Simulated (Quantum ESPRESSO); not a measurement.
SrAlGeH is taken in the trigonal space group P3m1 (No. 156), Pearson symbol hP4. Conventional cell: a = b = 4.148 Å, c = 4.896 Å, α = β = 90.00°, γ = 120.00°. H on 1a is coordinated by 1 Al at 1.752 Å and 3 Sr at 2.442 Å (tetrahedral). Al on 1a sees 1 H at 1.752 Å and 3 Ge at 2.449 Å and 3 Sr at 3.272 Å and 3 Sr at 3.584 Å. Ge on 1c has 3 Al at 2.449 Å and 3 Sr at 3.221 Å and 3 Sr at 3.641 Å. Sr on 1b is coordinated by 3 H at 2.442 Å and 3 Ge at 3.221 Å and 3 Ge at 3.641 Å and 3 Al at 3.272 Å and 3 Al at 3.584 Å. (Neighbours: up to the widest gap in distance over summed covalent radii, below 1.35, at either atom; cation-cation contacts left out.)

The PBEsol cell relaxed from Materials Project entry mp-980057 was given a biaxial strain of -2 % along x and y, z relaxed, and the atoms were relaxed again.

Problem. What does PBEsol (pw.x of Quantum ESPRESSO, ONCV potentials, scalar-relativistic) give for the electronic structure near the Fermi level?

Solution. The PBEsol gap is 0.64 eV; at least one edge lies off the plotted path, at a point of the SCF mesh. The smallest direct gap is 1.49 eV. Another conduction extremum on the path lies within 0.02 eV, too close to call. Spin-orbit splittings are left out.

The structure is a Materials Project entry; no match was found in the copy of COD used, and its stability was not checked.
